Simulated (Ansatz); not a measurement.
Sn:
```cif
data_Sn4
_chemical_formula_sum 'Sn4'
_space_group_name_H-M_alt 'I41/amd :1'
_space_group_IT_number 141
_space_group_name_Hall 'I 4bw 2bw -1bw'
_cell_length_a 5.80552
_cell_length_b 5.80552
_cell_length_c 3.10626
_cell_angle_alpha 90.000
_cell_angle_beta 90.000
_cell_angle_gamma 90.000
loop_
_atom_site_label
_atom_site_type_symbol
_atom_site_symmetry_multiplicity
_atom_site_Wyckoff_symbol
_atom_site_fract_x
_atom_site_fract_y
_atom_site_fract_z
_atom_site_occupancy
Sn1 Sn 4 a 0.00000 0.00000 0.00000 1
```
(The calculation used a cell of 2 atoms; values per cell refer to that cell.)

Relaxed with LDA.

Question: Which orbitals make up the states near the Fermi level in the program Ansatz at the LDA level (PAW)?

Answer: Within 0.5 eV of the Fermi level: Sn 5p 82 %, Sn 5s 16 %. Projections are on Löwdin-orthogonalised atomic valence shells; empty p or d shells of many metals are not among them.

Question: Tabulate the density of states.

Answer: States/eV per cell of 2 atoms, in 0.25 eV bins, energy from the Fermi level.

```tsv
E (eV)	total	Sn 5p	Sn 5s
-7.85	0.80	0.26	0.53
-7.60	0.86	0.27	0.59
-7.35	0.86	0.27	0.59
-7.10	0.91	0.27	0.64
-6.85	0.99	0.26	0.72
-6.60	0.78	0.21	0.57
-6.35	0.50	0.17	0.32
-6.10	0.47	0.17	0.30
-5.85	0.49	0.17	0.31
-5.60	0.53	0.19	0.34
-5.35	0.69	0.29	0.40
-5.10	0.47	0.18	0.29
-4.85	0.43	0.20	0.23
-4.60	0.44	0.24	0.20
-4.35	0.44	0.27	0.17
-4.10	0.48	0.33	0.15
-3.85	0.73	0.57	0.15
-3.60	0.86	0.70	0.15
-3.35	0.90	0.74	0.16
-3.10	0.88	0.72	0.15
-2.85	0.88	0.72	0.15
-2.60	0.91	0.75	0.15
-2.35	0.93	0.79	0.13
-2.10	1.02	0.89	0.12
-1.85	1.09	0.96	0.12
-1.60	1.20	1.06	0.12
-1.35	1.32	1.18	0.12
-1.10	1.21	1.08	0.11
-0.85	1.08	0.95	0.11
-0.60	1.00	0.86	0.12
-0.35	0.95	0.79	0.13
-0.10	0.92	0.75	0.14
0.15	0.91	0.73	0.15
0.40	0.92	0.73	0.17
0.65	0.95	0.74	0.18
0.90	0.99	0.76	0.20
1.15	0.92	0.70	0.18
1.40	0.88	0.67	0.17
1.65	0.93	0.71	0.18
1.90	1.00	0.76	0.19
2.15	0.97	0.75	0.18
2.40	1.01	0.78	0.17
2.65	1.13	0.87	0.16
2.90	1.19	0.92	0.15
3.15	1.15	0.85	0.13
3.40	1.22	0.88	0.12
3.65	1.28	0.92	0.11
3.90	1.42	1.02	0.11
4.15	1.63	1.20	0.12
4.40	1.54	1.11	0.11
4.65	1.42	1.03	0.10
```

Space group I4_1/amd (β-Sn type). The cell was relaxed with LDA under the symmetry of its start. Spin–orbit coupling is left out wherever it is not named.

Potentials: the earlier of the program's two PAW sets. The files were generated under PBE; for other functionals the program regenerates the frozen cores, and for LDA and PBEsol the local potential too.
